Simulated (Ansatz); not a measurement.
LaTl3, one cell by several methods

```xyz
4
Lattice="4.7990 0.0000 0.0000 0.0000 4.7990 0.0000 0.0000 0.0000 4.8950" Properties=species:S:1:pos:R:3 pbc="T T T"
La    0.0000    0.0000    0.0000
Tl    0.0000    2.3995    2.4475
Tl    2.3995    0.0000    2.4475
Tl    2.3995    2.3995    0.0000
```

Atom numbers follow the list: La1, Tl2, Tl3, Tl4.

The cell is COD entry 1538104, as deposited and not checked against the literature; nothing was relaxed. The listed cell was then made from it by scaling, straining or moving an atom.

No spin–orbit coupling, which matters for the heavy atoms here.

Methods: DFT, PBEsol, PAW with Ansatz's default frozen-core files, scalar-relativistic (Ansatz 0.2.0); DFT, PBEsol, all-electron LAPW, scalar-relativistic (Ansatz 0.2.0).

For PAW: a Γ-centred 8×8×8 k mesh, Fermi–Dirac smearing of 0.05 eV, cutoff 420 eV, no spin polarisation; the PAW files were made with PBE, and the program remakes their frozen cores for this functional. LAPW targets a basis error of 1 meV/atom. The Ansatz runs share mesh, smearing and spin set-up. Plane-wave (PAW) pressures include the program's estimate of the Pulay term.

Stress and pressure are positive in compression.

PAW results:

```
       quantity    PAW
 pressure (GPa)  -1.16
stress xx (GPa)  -0.93
stress zz (GPa)  -1.61
```

Task: What does full-potential LAPW give for the same quantities?

Result: 
```json
{"quantity": "pressure (GPa)", "LAPW": "-1.14"}
{"quantity": "stress xx (GPa)", "LAPW": "-0.91"}
{"quantity": "stress zz (GPa)", "LAPW": "-1.59"}
```
